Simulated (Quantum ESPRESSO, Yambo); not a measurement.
**Quasiparticle gap of PtS$_{2}$**

```cif
data_PtS2
_chemical_formula_sum 'S2 Pt1'
_space_group_name_H-M_alt 'P 1'
_space_group_IT_number 1
_cell_length_a 3.54874
_cell_length_b 3.54874
_cell_length_c 5.59707
_cell_angle_alpha 90.000
_cell_angle_beta 90.000
_cell_angle_gamma 120.000
loop_
_space_group_symop_operation_xyz
  'x, y, z'
loop_
_atom_site_label
_atom_site_type_symbol
_atom_site_fract_x
_atom_site_fract_y
_atom_site_fract_z
_atom_site_occupancy
S1 S 0.66667 0.33333 0.77966 1
S2 S 0.33333 0.66667 0.22034 1
Pt1 Pt 0.00000 0.00000 0.00000 1
```

The geometry is that of Materials Project entry mp-762, symmetrised and not relaxed again.

Starting point: norm-conserving PBEsol (Quantum ESPRESSO, 84 Ry, no spin-orbit coupling). G0W0 in Yambo: 6×6×4 Γ-centred k mesh, bands 5 to 116 and a 8 Ry block in the screening, 116 bands in G with the Bruneval-Gonze terminator, plasmon pole fitted at 27.2 eV.

```yaml
PBEsol gap along the band path: 1.15 eV
PBEsol gap between the mesh's edge points ((0, 0.167, 0.25) → (0, 0.333, 0.25)): 1.26 eV
G0W0 gap between the same points: 2.00 eV
PBEsol smallest direct gap on the mesh (at (0, 0.167, 0.25)): 1.58 eV
G0W0 direct gap at that point: 2.31 eV
estimate of the fundamental G0W0 gap (path gap plus the correction; the mesh misses a band edge): 1.90 eV
```

```csv
k point,band,E PBEsol (eV),E QP (eV),shift (eV),Z
Γ,VB,-0.21,-0.72,-0.52,0.77
Γ,CB,2.65,2.98,0.34,0.78
A,VB,-0.79,-1.33,-0.54,0.78
A,CB,2.86,3.22,0.35,0.78
"(0, 0.167, 0.25)",VB,0.00,-0.40,-0.40,0.78
"(0, 0.167, 0.25)",CB,1.58,1.91,0.32,0.79
"(0, 0.333, 0.25)",VB,-0.51,-0.93,-0.42,0.78
"(0, 0.333, 0.25)",CB,1.26,1.60,0.34,0.79
L,VB,-1.41,-1.98,-0.57,0.77
L,CB,2.33,2.69,0.36,0.78
K,VB,-1.06,-1.38,-0.31,0.78
K,CB,1.29,1.67,0.38,0.79
H,VB,-1.35,-1.65,-0.30,0.78
H,CB,2.09,2.46,0.37,0.78
```

Energies count from the PBEsol valence-band maximum.

Nearest settings tried, and what they do to the gap: 75 bands in W, 75 bands in G: -4 meV; 3 Ry block (37 vectors against 159): -127 meV. Not varied: mesh. So the settings aren't converged at that level.

Spin-orbit coupling is left out, which matters for elements this heavy: edges can move by tenths of an eV.

The distance between layers or molecules is the database entry's, not relaxed here. Functionals without dispersion can leave it too large, which widens gaps and weakens the response across layers: the numbers belong to this cell.
